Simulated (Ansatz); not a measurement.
Relaxed HfC (rock salt):

```
CELL_PARAMETERS angstrom
      0.00000     4.65154     4.65154
      2.32577     0.00000     2.32577
      2.32577     2.32577     0.00000
ATOMIC_POSITIONS crystal
  C  0.00000 0.00000 0.00000
  C  0.50000 0.00000 0.00000
  Hf 0.25000 0.50000 0.50000
  Hf 0.75000 0.50000 0.50000
```

A phonon eigenvector at L = (0.5, 0.0, 0.0) is frozen into this cell: atom i moves by Q times the vector below, so Q is the largest atomic displacement, in Å. The cell is held. It is one choice among 2 degenerate patterns. (q is in reciprocal vectors of the primitive cell; the cell shown is doubled to hold the pattern.)

```
atom       x       y       z
----  ------  ------  ------
Hf3   -0.285   0.520  -0.805
Hf4    0.285  -0.520   0.805
```

Atoms not listed stay in place.

Calculation: PBE (plane waves to 420 eV, PAW, scalar-relativistic; Ansatz, an electronic-structure program). k mesh 17×17×17 (Γ-centred), Fermi-Dirac smearing 0.05 eV. Energies are smeared free energies. With partly filled bands, energies and forces of such displacements shift with the k mesh and the smearing. HfC is run without spin polarisation. HfC was relaxed with its symmetry unable to fall. Spin-orbit coupling is left out, though Hf is heavy. ΔE is measured from the undisplaced structure.

| Q (Å) | ΔE (meV/cell) |
|---|---|
| -0.280 | 883 |
| -0.187 | 389 |
| -0.093 | 97 |
| 0.000 | 0 |
| 0.093 | 97 |
| 0.187 | 389 |
| 0.280 | 883 |

### Question
Which DFPT wavenumber at L = (0.5, 0.0, 0.0) belongs to this mode?
A. 541 cm⁻¹
B. 683 cm⁻¹
C. 130 cm⁻¹
D. 237 cm⁻¹

### Answer
C, 130 cm⁻¹. The curvature of the scan gives 130 cm⁻¹

(For displaced atoms, the force is minus the slope of the energy, and its curvature is a force constant, which sets phonon frequencies.)
